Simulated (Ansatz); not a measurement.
Mo:
```
CELL_PARAMETERS angstrom
      2.71430     0.00000     0.00000
     -1.35715     2.35066     0.00000
      0.00000     0.00000     4.80296
ATOMIC_POSITIONS crystal
  Mo 0.66667 0.33333 0.75000
  Mo 0.33333 0.66667 0.25000
```

Relaxed with LDA. Special points in fractions of this cell's reciprocal vectors: Γ (0.000, 0.000, 0.000); M (0.500, 0.000, 0.000); K (0.333, 0.333, 0.000); A (0.000, 0.000, 0.500); L (0.500, 0.000, 0.500); H (0.333, 0.333, 0.500).

Task: List the band energies nearest the Fermi level at these points for plane-wave PAW LDA (Ansatz code).

Result: In eV from the Fermi level; about four levels below and three above (degenerate sets whole), none deeper than 8.9 eV; … stands for higher levels left out; points with the same levels are listed once.

| k | below | above |
|---|---|---|
| Γ | -0.73 -0.73 -0.19 -0.19 | 0.82 1.48 1.48 |
| M | -1.23 -0.50 -0.30 -0.14 | 3.93 4.74 5.02 |
| K | -2.42 -2.42 -2.11 -1.54 -1.54 | 0.29 2.63 2.78 2.78 |
| A | -0.70 -0.70 -0.70 -0.70 | … |
| L | -4.97 -4.97 -3.51 -3.51 | 1.26 1.26 1.95 1.95 |
| H | -2.72 -2.72 -1.12 -1.12 | 0.40 0.40 3.68 3.68 |

Space group P6_3/mmc (hcp (Mg type)). The workflow started from a Materials Project entry (that database holds measured and hypothetical structures alike); the Crystallography Open Database copy checked does not list it. It is not the phase usual at ambient conditions (space group No. 229). The cell was relaxed with LDA under the symmetry of its start; phonons show weakly imaginary modes. No spin polarisation was allowed. Spin–orbit coupling is left out wherever it is not named.

Potentials: the later of the program's two PAW sets.
